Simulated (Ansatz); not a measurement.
Level of theory: DFT PBE, scalar-relativistic, plane waves, PAW in Ansatz. Settings: cutoff 420 eV, Γ-centred meshes spaced at most about 0.3 Å⁻¹, and about 0.25 Å⁻¹ or finer for metals (2π included), Gaussian smearing. No spin polarisation in the final relaxations.

Temperature and zero-point effects are left out.

Two relaxed structures of Sc2BP3:

1.

```
CELL_PARAMETERS angstrom
2.68795 1.55189 3.51065
-2.68795 1.55189 3.51065
0.00000 -3.10378 3.51065
ATOMIC_POSITIONS crystal
Sc 0.13629 0.13629 0.13629
Sc 0.86371 0.86371 0.86371
B 0.50000 0.50000 0.50000
P 0.00000 0.50000 0.50000
P 0.50000 0.00000 0.50000
P 0.50000 0.50000 0.00000
```

2.

```
CELL_PARAMETERS angstrom
3.33348 0.00000 0.00000
0.00000 3.33348 0.00000
0.00000 0.00000 8.21011
ATOMIC_POSITIONS crystal
Sc 0.50000 0.50000 0.30282
Sc 0.50000 0.50000 0.69718
B 0.50000 0.50000 0.00000
P 0.00000 0.00000 0.86768
P 0.00000 0.00000 0.13232
P 0.00000 0.00000 0.50000
```

Problem. Which would you expect to be lower, and how large is the difference?

Solution. Cell 2 is lower, by 218 meV/atom. Cell 1 has space group R-3m (No. 166), 14.6 Å³/atom and no gap on its mesh; cell 2 has space group P4/mmm (No. 123), 15.2 Å³/atom and no gap. Counting B or P atoms around Sc (for each partner element, those within 1.25 times its shortest distance or 1.15 times the sum of covalent radii, where it is the nearest in units of that sum or under 1.3; a plus sign parts groups by distance over the sum of covalent radii), cell 1 has Sc 3+9+1 and cell 2 has Sc 9. Cell 2 holds P–P pairs (shortest 2.17 Å); in cell 1 the shortest P–P distance is 2.69 Å, near bonding range too. The lower one is the more open, so pressure narrows the difference. Both come from invented guesses. A third cell relaxed alike, in Pm, lies 0.36 eV/atom below the lower of the two.

Cells relaxed within their symmetry can be saddle points.
